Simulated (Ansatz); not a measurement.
Be$_{2}$C (fluorite or antifluorite type, space group No. 225), a = 4.268 Å, b = 4.268 Å, c = 4.268 Å, α = 90.00°, β = 90.00°, γ = 90.00°; the cell used has 3 atoms.

Relaxed with LDA.

Problem. Give the optical modes at the zone centre with their infrared and Raman activity from DFPT, LDA (plane waves, PAW; program Ansatz).

Solution. Transverse frequencies, without the LO–TO term; a row sums one degenerate level.

```tsv
ω (cm⁻¹)	degeneracy	IR ((D/Å)²/amu)	Raman (Å⁴/amu)	activity	symmetry
674	3	88.78	0	IR	T1u
722	3	0.00	1.8	Raman	T2g
```

Problem. How high does the top mode go among those that the LO–TO term moves?

Solution. 964 cm⁻¹ for q along x.

Space group Fm-3m (fluorite or antifluorite type). The cell was relaxed with LDA under the symmetry of its start; phonons on a q-mesh show no instability.

Potentials: the later of the program's two PAW sets.
